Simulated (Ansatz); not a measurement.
Pt:
```xyz
1
Lattice="0.0000 1.9590 1.9590 1.9590 0.0000 1.9590 1.9590 1.9590 0.0000" Properties=species:S:1:pos:R:3 pbc="T T T"
Pt     0.0000     0.0000     0.0000
```

Relaxed with DFT-PBEsol in the program Ansatz with PAW potentials. Indices refer to the conventional cell of Fm-3m, a = b = c = 3.9179 Å, α = β = γ = 90.00°.

Q: Simulate the powder diffraction pattern (Co Kα, λ = 1.79026 Å; lines above 1 %) up to 2θ = 90°.

A: Simulated powder pattern, Co Kα, λ = 1.79026 Å (kinematic, ideal powder, no thermal factors, no anomalous dispersion; the 30 strongest lines at most, above 1 %, up to 2θ = 90°):

```tsv
2θ (°)	d (Å)	I/Imax (%)	hkl
46.62	2.262	100	(111)
54.38	1.959	49	(200)
80.51	1.385	34	(220)
```

The cell was relaxed with PBEsol under the symmetry of its start. The run is not spin-polarised. Scalar-relativistic: spin–orbit coupling is off unless named, which matters more the heavier the elements.

Potentials: the earlier of the program's two PAW sets. The files were generated under PBE; for other functionals the program regenerates the frozen cores, and for LDA and PBEsol the local potential too.
